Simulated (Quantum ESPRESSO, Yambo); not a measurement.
BeSe under isotropic strain

```xyz
2
Lattice="0.0000 2.5651 2.5651 2.5651 0.0000 2.5651 2.5651 2.5651 0.0000" Properties=species:S:1:pos:R:3 pbc="T T T"
Be     0.0000     0.0000     0.0000
Se     3.8477     3.8477     3.8477
```

BeSe (zinc blende, space group F-43m, No. 216) under isotropic strain (on all lattice vectors), counted from the cell relaxed with PBEsol, atoms relaxed at each step. PBE (stringent potentials; Quantum ESPRESSO, PseudoDojo norm-conserving, 106 Ry, scalar-relativistic); G0W0 and BSE in Yambo (4×4×4 Γ-centred k mesh, bands 11 to 156 and a 15 Ry block in the screening, 156 bands in G with the Bruneval-Gonze terminator, plasmon pole fitted at 27.2 eV; BSE 10×10×10 mesh, 3 valence and 1 conduction bands, static screening with 25 bands and a 4 Ry block, scissor from each state's G0W0).

| strain (%) | pressure (GPa) | PBE gap (eV) | kind | G0W0 direct gap (eV) | lowest vertical BSE state (eV) | RPA ε∞ along x |
|---|---|---|---|---|---|---|
| -3 | 11.5 | 2.40 | indirect | 6.40 at Γ | not resolved | 5.81 |
| -2 | 8.1 | 2.48 | indirect | 6.17 at Γ | not resolved | 5.75 |
| -1 | 5.0 | 2.55 | indirect | 5.92 at Γ | not resolved | 5.70 |
| -0.5 | 3.7 | 2.58 | indirect | 5.81 at Γ | not resolved | 5.68 |
| 0 | 2.4 | 2.62 | indirect | 5.70 at Γ | not resolved | 5.66 |
| +0.5 | 1.1 | 2.65 | indirect | 5.58 at Γ | not resolved | 5.64 |
| +1 | 0.0 | 2.68 | indirect | 5.48 at Γ | not resolved | 5.62 |

Between -0.5 % and +0.5 % the direct gap at Γ has a volume deformation potential dE/dlnV of -7.5 eV in PBE; the block changes size in that range, so no G0W0 slope is given.

GW, BSE and RPA settings are held fixed; their convergence isn't established. The pressure is PBE's, so it isn't zero at the PBEsol cell. Strains are linear. The screening block changes size along the series (229 vectors at -3 %, 229 vectors at -2 %, 259 vectors at -1 %, 259 vectors at -0.5 %, 259 vectors at +0 %, 283 vectors at +0.5 %, 283 vectors at +1 %), which puts steps into the G0W0 values. Spin-orbit splittings are left out.
